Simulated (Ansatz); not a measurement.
Here is the system:

Starting cell, PbS (rock salt):

```
CELL_PARAMETERS angstrom
      0.00000     6.00891     6.00891
      3.00445     0.00000     3.00445
      3.00445     3.00445     0.00000
ATOMIC_POSITIONS crystal
  S  0.00000 0.00000 0.00000
  S  0.50000 0.00000 0.00000
  Pb 0.25000 0.50000 0.50000
  Pb 0.75000 0.50000 0.50000
```

The atoms are displaced by Q × the pattern below (from a DFPT mode at L = (0.5, 0.0, 0.0), largest move 1; Q in Å), at fixed cell. (q is in reciprocal vectors of the primitive cell; the cell shown is doubled to hold the pattern.)

```tsv
atom	x	y	z
Pb3	0.577	-0.577	-0.577
Pb4	-0.577	0.577	0.577
```

Atoms not listed stay in place.

Method: PBE (plane waves to 420 eV, PAW, scalar-relativistic; Ansatz, an electronic-structure program). k mesh 5×10×10 (Γ-centred), Fermi-Dirac smearing 0.05 eV. The energy includes the smearing's −TS. PbS was relaxed with its symmetry unable to fall. Spin-orbit coupling is left out, though Pb is heavy. ΔE is measured from the undisplaced structure.

The scan covers Q from -0.280 to 0.280 Å in 13 points.

Task: Which space group does the distorted structure have?

Result: R-3m (No. 166), lowered from Fm-3m.

Task: Is this a single well or a double well?

Result: A single well with its minimum at or next to zero displacement.

Task: What is the energy change at Q = 0.280 Å?

Result: 620 meV/cell.

Task: What harmonic wavenumber does the curvature at Q = 0 give?

Result: 103 cm⁻¹.

(A displaced cell: forces are minus the slopes of the energy, force constants its curvatures, and phonons follow from these.)
